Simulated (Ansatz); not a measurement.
A relaxed structure of ZrCl. Space group R-3m (No. 166), AFLOW prototype AB_hR2_166_a_b (L1_1, as in CuPt). These are PBEsol (plane waves to 420 eV, PAW, scalar-relativistic; Ansatz, a quantum-chemistry and plane-wave program) values and carry that method's errors.

Space group R-3m, hexagonal axes (No. 166); a = b = 3.1392 Å, c = 12.6732 Å, α = β = 90.00°, γ = 120.00°

| atom | site | symmetry | x | y | z |
|---|---|---|---|---|---|
| Zr | 3a | -3m | 0.0000 | 0.0000 | 0.0000 |
| Cl | 3b | -3m | 0.0000 | 0.0000 | 0.5000 |
(The calculation used a cell of 2 atoms; values per cell refer to that cell.)

* **Volume per atom**: 18.03 Å³
* **Density**: 5.83 g/cm³
* **Band gap**: no gap (metallic)
* **Shortest distances**: Cl–Zr 2.78 Å; Zr–Zr 3.14 Å; Cl–Cl 3.14 Å
* **k-mesh**: 17×17×17

Band energies at high-symmetry points (eV from the Fermi level; labels of this space group; no spin-orbit coupling), from −5 eV up to 1.6 eV:

| point | energies |
|---|---|
| Γ | -4.18 -4.18 -3.67 0.30 0.30 1.54 |
| T | -4.59 -4.59 -1.95 1.06 1.06 |
| H2 | -0.51 -0.32 0.37 1.54 |
| H0 | -0.51 -0.32 0.37 1.54 |
| L | -1.93 |
| S0 | -0.70 0.18 0.22 |
| S2 | -0.70 0.18 0.22 |
| F | -3.09 -0.72 0.61 1.18 |

No spin polarisation in the result. The relaxed primitive cell holds an odd number of electrons. A magnetic state may lie lower. The d or f electrons are treated with no Hubbard U.

The run could not lose the symmetry of its start.

All atoms sit on sites fixed by symmetry, so only the cell could relax.

The first start was generated by placing the elements on the sites of a structure type. A measured structure of ZrCl has the same space group, R-3m (No. 166); the sites were not compared with it.
